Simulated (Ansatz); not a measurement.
Consider the following.

ScSi₂Ni₂:
```
CELL_PARAMETERS angstrom
     -1.89628     1.89628     4.76503
      1.89628    -1.89628     4.76503
      1.89628     1.89628    -4.76503
ATOMIC_POSITIONS crystal
  Sc 0.00000 0.00000 0.00000
  Ni 0.75000 0.25000 0.50000
  Ni 0.25000 0.75000 0.50000
  Si 0.37827 0.37827 0.00000
  Si 0.62173 0.62173 0.00000
```

This is the r²SCAN-relaxed structure.

Problem. All from r²SCAN (plane waves, PAW; program Ansatz), unless another level is named. Predict the electronic character.

Solution. metallic (no gap).

Problem. Next, the formation energy from the elements (no fitted shifts)?

Solution. -79 kJ/mol of atoms.

Problem. And the density of states at the Fermi level?

Solution. 0.71 states/eV per atom (mean over ±0.08 eV).

Space group I4/mmm. The workflow started from an entry of the Crystallography Open Database (COD). Whether it is the stable phase at ambient conditions was not checked. Symmetry was held in the r²SCAN relaxation; its stability against distortions is not shown here. The workflow began spin-polarised and lost its moments. The references are the lowest solids computed at this level, not always the standard phases.

Potentials: the later of the program's two PAW sets.
